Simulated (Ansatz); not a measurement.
**Mg (simple cubic): energy against volume**

The calculation used Ansatz, DFT, BLYP, plane waves (420 eV) with PAW, scalar-relativistic. The PAW files were generated under PBE, with cores re-solved for the functional.

The cell is scaled uniformly from the relaxed one, with fractional coordinates and shape fixed. Energies are extrapolated to zero smearing, pressures are those at the given smearing. Magnetic state: spin not included.

A Birch-Murnaghan fit gives V₀ = 29.53 Å³/atom, B₀ = 16.9 GPa, B₀′ = 4.4.

Question: What are the energy above the minimum and the pressure at 25.994 Å³/atom?

Answer: 28.0 meV/atom and 2.86 GPa as computed.

Question: What are the energy above the minimum and the pressure at 27.175 Å³/atom?

Answer: 11.5 meV/atom and 1.71 GPa as computed.

Question: What are the energy above the minimum and the pressure at 28.357 Å³/atom?

Answer: 2.6 meV/atom and 0.79 GPa as computed.
